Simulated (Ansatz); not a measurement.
Relaxed Cu (fcc, Cu type):

```yaml
crystal:
  lattice:
    - [3.56378, 0.00000, 0.00000]
    - [0.00000, 3.56378, 0.00000]
    - [0.00000, 0.00000, 3.56378]
  atoms:
    - { symbol: Cu, position: [0.00000, 0.00000, 0.00000] }
    - { symbol: Cu, position: [0.50000, 0.50000, 0.00000] }
    - { symbol: Cu, position: [0.50000, 0.00000, 0.50000] }
    - { symbol: Cu, position: [0.00000, 0.50000, 0.50000] }
```

Computed with PBEsol (plane waves to 420 eV, PAW, scalar-relativistic; Ansatz, a first-principles code). k mesh 11×11×11 (Γ-centred), Fermi-Dirac smearing 0.05 eV. With partly filled bands, energies and forces of such displacements shift with the k mesh and the smearing. Cu is run without spin polarisation. Cu was relaxed with its symmetry unable to fall.

One atom of the cell was then moved (with its periodic images), all else fixed, and the forces (eV/Å) came out as:

```tsv
atom	Fx	Fy	Fz
Cu1	0.204	-1.531	-1.531
Cu2	-1.531	0.204	-1.531
Cu3	-1.531	-1.531	0.204
Cu4	2.858	2.858	2.858
```

Question: Which atom was moved, and by which vector (Å)?

Answer: Cu4, by (-0.26, -0.26, -0.26), 0.46 Å in all.

(A displaced cell: forces are minus the slopes of the energy, force constants its curvatures, and phonons follow from these.)
